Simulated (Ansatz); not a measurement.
Theory: DFT PBE, scalar-relativistic, plane waves, PAW in Ansatz 0.2.0. All cells share a 420 eV cutoff and Γ-centred k meshes spaced about 0.3 Å⁻¹ or finer (0.25 for metals, 2π included). These runs have no spin polarisation.

A search over trial structures of H3WCl4 gave this relaxed cell.

```
CELL_PARAMETERS angstrom
4.89339 2.82520 2.42377
-4.89339 2.82520 2.42377
0.00000 -5.65040 2.42377
ATOMIC_POSITIONS crystal
H 0.00307 0.75004 0.66466
H 0.75004 0.66466 0.00307
H 0.66466 0.00307 0.75004
W 0.78115 0.78115 0.78115
Cl 0.08331 0.08331 0.08331
Cl 0.72434 0.35834 0.63508
Cl 0.35834 0.63508 0.72434
Cl 0.63508 0.72434 0.35834
```

Wave vectors count in units of this cell's reciprocal vectors.

Problem. Is this structure dynamically stable, and if not, what does it turn into?

Solution. No. The phonons at Γ go imaginary, to 143i cm⁻¹ at q = (0.00, 0.00, 0.00). (Phonon run: 6×6×6 k mesh, Gaussian smearing of 0.10 eV.) With atoms moved at random and symmetry off, it falls by 190 meV/atom into P1 (No. 1). Conventional cell: a = 4.915 Å, b = 6.449 Å, c = 7.471 Å, α = 115.3°, β = 95.5°, γ = 101.3°. Around H on its first site lie 1 W at 1.68 Å, 1 H at 2.29 Å, 1 Cl at 2.54 Å, 2 Cl at 2.77–2.86 Å and 1 H at 2.80 Å; H on its second site has 1 Cl at 1.34 Å and 1 H at 1.42 Å; W is surrounded by 2 H at 1.68–1.72 Å, 3 Cl at 2.23–2.30 Å and 1 Cl at 2.75 Å; Cl on its first site is surrounded by 1 W at 2.30 Å and 2 H at 2.76–2.77 Å; 4 more sites not described.

```
H W Cl
1.0
     4.91542    0.00000    0.00000
    -1.26206    6.32436    0.00000
    -0.71324   -3.40273    6.61269
H W Cl
3 1 4
Direct
  0.40257 0.83087 0.71511
  0.18059 0.64267 0.88222
  0.90704 0.66083 0.82075
  0.72594 0.78461 0.70084
  0.89065 0.12991 0.99871
  0.92109 0.92858 0.50556
  0.53449 0.40624 0.44732
  0.43762 0.61629 0.92948
```

Weakly bound directions are ill-defined at this level, which has no dispersion term. These runs have no spin–orbit coupling, which can matter for W. An odd number of electrons in the primitive cell allows no gap without spin; a larger cell or a magnetic state could open one. The cell is a metal run without spin; a magnetic state may lie lower. Phonons of metals hang on the k mesh and the smearing.
